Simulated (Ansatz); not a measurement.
Si:
```
CELL_PARAMETERS angstrom
      3.88165     0.00000     0.00000
     -1.94083     3.36161     0.00000
      0.00000     0.00000     4.07645
ATOMIC_POSITIONS crystal
  Si 0.50000 0.00000 0.00000
  Si 0.00000 0.50000 0.33333
  Si 0.50000 0.50000 0.66667
```

Relaxed with PBEsol. Special points in fractions of this cell's reciprocal vectors: Γ (0.000, 0.000, 0.000); M (0.500, 0.000, 0.000); K (0.333, 0.333, 0.000); A (0.000, 0.000, 0.500); L (0.500, 0.000, 0.500); H (0.333, 0.333, 0.500).

List the band energies nearest the Fermi level at these points for DFT-PBEsol in the program Ansatz with PAW potentials.

In eV from the Fermi level; about four levels below and three above (degenerate sets whole), none deeper than 8.9 eV; points with the same levels are listed once.

| k | below | above |
|---|---|---|
| Γ | -5.04 -5.04 -3.32 -0.68 -0.68 | 0.87 0.87 3.51 |
| M | -3.22 -2.76 -1.85 -0.06 | 0.58 4.47 5.05 |
| K | -6.76 -2.26 -1.70 -1.70 | 0.23 1.99 1.99 |
| A | -1.64 -1.64 -0.36 | 0.27 1.78 2.36 2.36 |
| L | -5.96 -2.18 -1.73 -0.01 | 0.47 6.66 7.41 |
| H | -7.67 -7.67 -6.11 -4.28 -4.28 | 4.82 4.82 4.96 |

Space group P6_422. The start of the workflow was typed in or built on a structure type; neither database checked (COD, Materials Project) lists it. It is not the phase usual at ambient conditions (space group No. 227). Symmetry was held in the PBEsol relaxation; of distortions, only those at the zone centre were tested. The Fermi level of a semimetal is unsure by some 0.05 eV on such meshes.

Potentials: the later of the program's two PAW sets.
